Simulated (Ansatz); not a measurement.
One crystal and one scan (energy over volume and axial ratio) at two levels, PBE (plane waves to 420 eV, PAW, scalar-relativistic; Ansatz, a quantum-chemistry and plane-wave program) and r2SCAN (plane waves to 500 eV, PAW, scalar-relativistic; Ansatz), each from its own relaxed cell and on its own mesh. The cell shown is that of PBE.

PbSe (rock salt)

```
CELL_PARAMETERS angstrom
      0.00000     3.10888     3.10888
      3.10888     0.00000     3.10888
      3.10888     3.10888     0.00000
ATOMIC_POSITIONS crystal
  Se 0.00000 0.00000 0.00000
  Pb 0.50000 0.50000 0.50000
```

Grid over V/V₀ and (c/a)/(c/a)₀, subscript 0 meaning the relaxed cell; the conventional c axis lies along z; no internal relaxation.

Energies are smeared free energies. PbSe was relaxed with its symmetry unable to fall. Spin-orbit coupling is left out, though Pb is heavy. Percentages come from the unrounded values. Both scans cover V/V₀ from 0.960 to 1.040 and (c/a)/(c/a)₀ from 0.920 to 1.080.

Results of PBE:

- Lattice constant a (Å) = 6.218
- Band gap of the relaxed cell, no spin-orbit coupling (eV) = 0.43
- Shear modulus C′ = (C11 − C12)/2 (fit, atoms clamped) (GPa) = 51

What does r2SCAN give for the same quantities?


```tsv
quantity	r2SCAN	PBE − r2SCAN
Lattice constant a (Å)	6.178	+0.040 (+0.6 %)
Band gap of the relaxed cell, no spin-orbit coupling (eV)	0.67	-0.24 (-35 %)
Shear modulus C′ = (C11 − C12)/2 (fit, atoms clamped) (GPa)	57	-6 (-10 %)
```

PBE gives the higher value for: lattice constant a. PBE gives the lower value for: band gap of the relaxed cell, no spin-orbit coupling; shear modulus C′. Neither level is exact: the differences show how much the result hangs on the functional.

(Under strain, the slope of the energy per volume gives the stress and its curvature an elastic modulus.)
